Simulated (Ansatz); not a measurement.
# Map of one atom of the cell for MnO (rock salt)

Relaxed MnO (rock salt):

```xyz
2
Lattice="0.0000 2.2202 2.2202 2.2202 0.0000 2.2202 2.2202 2.2202 0.0000" Properties=species:S:1:pos:R:3 pbc="T T T"
O      0.0000     0.0000     0.0000
Mn     2.2202     2.2202     2.2202
```

Two-dimensional scan of atom 1 (O, nearest neighbour Mn at 2.220 Å; its periodic images, 3.1 Å or more away, move with it): u runs along (0.707, 0.707, 0.000), v along (0.000, 0.000, 1.000) (Cartesian). Cell and other atoms are fixed.

Calculation: PBE (plane waves to 420 eV, PAW, scalar-relativistic; Ansatz, an electronic-structure program). k mesh 15×15×15 (Γ-centred), Fermi-Dirac smearing 0.05 eV. The energy includes the smearing's −TS. Points where atoms come too close for the PAW data are left out (x in tables, blank in figures). With partly filled bands, energies and forces of such displacements shift with the k mesh and the smearing. Fu and Fv are the components of the force on the atom. On this mesh the relaxed cell isn't quite at rest: it carries a pressure of 0.2 GPa (compression positive) at the zero of the scan. MnO is run spin-polarised and with no Hubbard U; the real compound is an antiferromagnetic insulator, a state that this run doesn't describe. MnO was relaxed with its symmetry unable to fall. Relaxed MnO ends ferromagnetic. The magnetic order is the one the run started from; other orders were not tried. The zero of ΔE is the undisplaced structure. Axes are in Å.

ΔE (eV/cell), with u across and v down:

```csv
v \ u,-0.730,-0.365,0.000,0.365,0.730
-0.730,1.123,x,x,x,1.123
-0.365,0.791,0.413,0.328,0.413,0.791
0.000,0.996,0.227,0.000,0.227,0.996
0.365,0.791,0.413,0.328,0.413,0.791
0.730,1.123,x,x,x,1.123
```

Fu (eV/Å), with u across and v down:

| v \ u | -0.730 | -0.365 | 0.000 | 0.365 | 0.730 |
|---|---|---|---|---|---|
| -0.730 | -2.31 | x | x | x | 2.31 |
| -0.365 | 1.42 | 0.65 | 0.00 | -0.65 | -1.42 |
| 0.000 | 2.71 | 1.28 | 0.00 | -1.28 | -2.71 |
| 0.365 | 1.42 | 0.65 | 0.00 | -0.65 | -1.42 |
| 0.730 | -2.31 | x | x | x | 2.31 |

Key numbers:

| Property | Value |
|---|---|
| Lowest place on the grid | u = 0.000 Å, v = 0.000 Å (0 meV/cell) |

(A displaced cell: forces are minus the slopes of the energy, force constants its curvatures, and phonons follow from these.)
